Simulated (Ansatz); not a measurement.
Input:

Cu:
```xyz
4
Lattice="2.4821 0.0000 0.0000 -1.2410 2.1495 0.0000 0.0000 0.0000 8.1616" Properties=species:S:1:pos:R:3 pbc="T T T"
Cu     0.0000     0.0000     0.0000
Cu     0.0000     0.0000     4.0808
Cu     0.0000     1.4330     2.0404
Cu     1.2410     0.7165     6.1212
```

This is the LDA-relaxed structure.

All from LDA (plane waves, PAW; program Ansatz), unless another level is named. Predict the Young's modulus.

163 GPa.

Give the highest zone-centre frequency.

33.6 meV.

Space group P6_3/mmc (dhcp (α-La type)). The workflow started from a Materials Project entry (that database holds measured and hypothetical structures alike); the Crystallography Open Database copy checked does not list it. It is not the phase usual at ambient conditions (space group No. 225). The cell was relaxed with LDA under the symmetry of its start; of distortions, only those at the zone centre were tested. The run is not spin-polarised. On the denser mesh and wider smearing of the elastic run this cell carries a stress of 0.4 GPa.

Potentials: the earlier of the program's two PAW sets.
